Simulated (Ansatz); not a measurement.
Input, command and steps of an Ansatz relaxation.

```yaml
crystal:
  lattice:
    - [1.7719234159, 1.0230204611, 9.092069581]
    - [-1.7719234159, 1.0230204611, 9.092069581]
    - [0.0, -2.0460409223, 9.092069581]
  atoms:
    - { symbol: Ti, position: [0.6193957121, 0.6193957121, 0.6193957121] }
    - { symbol: Ti, position: [0.3806042879, 0.3806042879, 0.3806042879] }
    - { symbol: Te, position: [0.2206552329, 0.2206552329, 0.2206552329] }
    - { symbol: Te, position: [0.7793447671, 0.7793447671, 0.7793447671] }
    - { symbol: P, position: [0.0, 0.0, 0.0] }
basis:
  ecutwfc: 420
kpoints:
  mp_grid: { grid: [12, 12, 12] }
hamiltonian:
  xc: pbesol
scf:
  occupations: { method: gaussian, width: 0.1 }
output:
  forces: true
  stress: true
  eigenvalues: true
relax:
  adjacent_minimum: "off"
  f_tol: 0.01
  max_steps: 30
  cell: { stress_tol: 0.1, fix: [volume] }
```

```bash
ansatz run input.yaml --threads 2 --pin off --max-ram 5120MiB --backend cpu --events-out ev --progress --plain --runs-dir out
```

All numbers below come from DFT PBEsol, scalar-relativistic, plane waves, PAW in Ansatz 0.2.0.

The volume is held at 0.94 times that of the relaxed cell.

Of 6 frames 5 are shown, positions in Å and forces in eV/Å; the SCF threshold varies from step to step. Steps run on the plane waves of an earlier cell, with a Pulay correction in the pressure. The basis is chosen afresh for the last frame, the zero of the energies, and at times for earlier ones too; energy and pressure can step there, also at an unchanged geometry. Where two frames share a geometry here, they differ by under 2 meV/atom and 0.3 GPa. The mark taken_back stands on steps that the optimiser undid.

```xyz
5
Lattice="1.7719 1.0230 9.0921 -1.7719 1.0230 9.0921 0.0000 -2.0460 9.0921" Properties=species:S:1:pos:R:3:forces:R:3 pbc="T T T" step=1 free_energy_over_end_meV_per_atom=2.46 pressure_GPa=4.95
Ti    0.0000    0.0000   16.8948    0.0000    0.0000    0.0057
Ti    0.0000    0.0000   10.3814    0.0000    0.0000   -0.0057
Te    0.0000    0.0000    6.0186    0.0000    0.0000   -0.2806
Te    0.0000    0.0000   21.2576    0.0000    0.0000    0.2806
P     0.0000    0.0000    0.0000    0.0000    0.0000    0.0000
5
Lattice="1.7805 1.0280 9.0045 -1.7805 1.0280 9.0045 0.0000 -2.0560 9.0045" Properties=species:S:1:pos:R:3:forces:R:3 pbc="T T T" step=2 free_energy_over_end_meV_per_atom=8.13 pressure_GPa=2.06 taken_back
Ti    0.0000    0.0000   16.7025    0.0000    0.0000   -0.2855
Ti    0.0000    0.0000   10.3111    0.0000    0.0000    0.2855
Te    0.0000    0.0000    5.8477    0.0000    0.0000    0.6499
Te    0.0000    0.0000   21.1658    0.0000    0.0000   -0.6499
P     0.0000    0.0000    0.0000    0.0000    0.0000    0.0000
5
Lattice="1.7784 1.0267 9.0264 -1.7784 1.0267 9.0264 0.0000 -2.0535 9.0264" Properties=species:S:1:pos:R:3:forces:R:3 pbc="T T T" step=3 free_energy_over_end_meV_per_atom=0.07 pressure_GPa=3.79
Ti    0.0000    0.0000   16.7596    0.0000    0.0000   -0.0722
Ti    0.0000    0.0000   10.3195    0.0000    0.0000    0.0722
Te    0.0000    0.0000    5.9333    0.0000    0.0000    0.0158
Te    0.0000    0.0000   21.1457    0.0000    0.0000   -0.0158
P     0.0000    0.0000    0.0000    0.0000    0.0000    0.0000
5
Lattice="1.7781 1.0266 9.0293 -1.7781 1.0266 9.0293 0.0000 -2.0531 9.0293" Properties=species:S:1:pos:R:3:forces:R:3 pbc="T T T" step=4 free_energy_over_end_meV_per_atom=0.01 pressure_GPa=3.73
Ti    0.0000    0.0000   16.7615    0.0000    0.0000   -0.0288
Ti    0.0000    0.0000   10.3262    0.0000    0.0000    0.0288
Te    0.0000    0.0000    5.9333    0.0000    0.0000    0.0136
Te    0.0000    0.0000   21.1544    0.0000    0.0000   -0.0136
P     0.0000    0.0000    0.0000    0.0000    0.0000    0.0000
5
Lattice="1.7786 1.0269 9.0239 -1.7786 1.0269 9.0239 0.0000 -2.0538 9.0239" Properties=species:S:1:pos:R:3:forces:R:3 pbc="T T T" step=6 free_energy_over_end_meV_per_atom=0.00 pressure_GPa=3.72
Ti    0.0000    0.0000   16.7498    0.0000    0.0000    0.0001
Ti    0.0000    0.0000   10.3220    0.0000    0.0000   -0.0001
Te    0.0000    0.0000    5.9293    0.0000    0.0000    0.0003
Te    0.0000    0.0000   21.1425    0.0000    0.0000   -0.0003
P     0.0000    0.0000    0.0000    0.0000    0.0000    0.0000
```

The run took 110 s on 2 threads of Oxide Virtual Turin-like Processor (Zen 5), with other jobs on the host, peak memory 0.83 GiB.